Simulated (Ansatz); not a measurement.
SiW$_{3}$ (Im-3m), an elastic constant from a strain scan

All numbers below come from Ansatz, DFT PBE, scalar-relativistic, plane waves, PAW. Settings: plane waves to 420 eV, k-mesh 14×14×14 (Γ-centred), Gaussian smearing 0.15 eV. Spin–orbit coupling is left out, which can shift energies with elements as heavy as these. No spin polarisation. Energies are free energies at this smearing, counted from the undisturbed cell; pressure is positive in compression.

The undisturbed cell (relaxed at this level; it needn't be the usual structure):

```
Si W
1.0
    -2.60377    2.60377    2.60377
     2.60377   -2.60377    2.60377
     2.60377    2.60377   -2.60377
Si W
1 3
Direct
  0.00000 0.00000 0.00000
  0.50000 0.50000 0.00000
  0.50000 0.00000 0.50000
  0.00000 0.50000 0.50000
```

The cell is strained by ε times the Voigt pattern (0, 0, 0, 1, 0, 0) (xx, yy, zz, yz, xz, xy; engineering shear) with fractional coordinates fixed. The cell holds 4 atoms in V0 = 70.61 Å³. The stress column is τ = (1/V0) dE/dε, got from the stress tensor σ (compression positive) at each point as −det(1 + εP) σ : P(1 + εP)⁻¹, with P the pattern as a tensor.

| ε | ΔE (meV/atom) | τ (GPa) |
| --- | --- | --- |
| -0.0350 | -6.247 | 3.217 |
| -0.0300 | -4.599 | 2.768 |
| -0.0250 | -3.199 | 2.314 |
| -0.0200 | -2.050 | 1.856 |
| -0.0150 | -1.154 | 1.395 |
| -0.0100 | -0.513 | 0.931 |
| 0.0000 | 0.000 | 0.000 |
| 0.0100 | -0.513 | -0.931 |
| 0.0150 | -1.154 | -1.395 |
| 0.0200 | -2.050 | -1.856 |
| 0.0250 | -3.199 | -2.314 |
| 0.0300 | -4.599 | -2.768 |
| 0.0350 | -6.247 | -3.217 |
| 0.0400 | ? | ? |

Task: Which combination of elastic constants does this scan measure, and how large is it?

Result: For small ε, τ = τ0 + Kε with K = pᵀCp, which for this pattern is C44 in the cubic axes. The parabola through τ at ε = -0.0100, 0 and 0.0100 has slope K = -93 GPa at zero. The energies per cell, E = NΔE, of the same two points give K = 2[E(ε₊)/ε₊ − E(ε₋)/ε₋]/[(ε₊ − ε₋)V0] = -93 GPa, in agreement. K is negative: with the atoms carried along, the cell is unstable to this strain.

Task: Predict the withheld row at ε = 0.0400 from the harmonic law, and compare.

Result: ΔE = V0(τ0 ε + Kε²/2)/N = -8.204 meV/atom and τ = -3.72 GPa. The calculation gives -8.141 meV/atom and -3.66 GPa, a miss of 0.8 % of the harmonic energy, so the harmonic law still holds here.

In a metal these slopes depend on the k mesh and the smearing.